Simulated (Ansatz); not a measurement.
# TaN: from a starting cell to a relaxed one

The start is a generated cell, TaN built in the AFLOW prototype AB_oP8_62_c_c (B27, as in FeB). A full variable-cell relaxation at zero pressure is run with PBE (plane waves to 420 eV, PAW, scalar-relativistic; Ansatz, a program for electronic structure). The first steps use a coarse 4×7×5 k-mesh.

Input geometry:
```
CELL_PARAMETERS angstrom
      6.26927     0.00000     0.00000
      0.00000     3.36111     0.00000
      0.00000     0.00000     4.62409
ATOMIC_POSITIONS crystal
  N  0.82000 0.25000 0.12500
  N  0.32000 0.25000 0.37500
  N  0.18000 0.75000 0.87500
  N  0.68000 0.75000 0.62500
  Ta 0.12500 0.25000 0.69000
  Ta 0.62500 0.25000 0.81000
  Ta 0.87500 0.75000 0.31000
  Ta 0.37500 0.75000 0.19000
```

Q: What pressure does the first self-consistent step give?

A: +43 GPa (positive: the cell is compressed).

Q: What is the largest force in the starting geometry, and on which atom (counted from 1)?

A: About 2.2 eV/Å, on N1, N2, N3, N4 (atoms numbered as listed).

Q: By how much does the energy per atom fall from start to end?

A: 0.52 eV/atom.

Q: How does the volume per atom move from start to end?

A: +10.5 %, from 12.18 to 13.46 Å³/atom.

Q: How do the shortest distances between atoms change?

A: The closest pairs of elements (up to four, under 3.6 Å), start → end: N–Ta 1.90 → 2.02 Å; N–N 2.99 → 2.80 Å; Ta–Ta 2.89 → 3.19 Å.

Q: What band gap does the relaxed structure have at this level?

A: No gap (metallic).

The space group stays Pnma (No. 62) (the run could not lower it), with 8 atoms in the primitive cell. Final values are on a 7×14×10 k-mesh of the relaxed cell. No spin polarisation in the result.

The run could not lose the symmetry of its start, so the end can be a saddle point.

The relaxed structure here is a generated cell of TaN: the first start was made by placing the elements on the sites of a structure type, and the end was not matched to a known phase here, so it may be hypothetical. Known forms of TaN include space group No. 225.
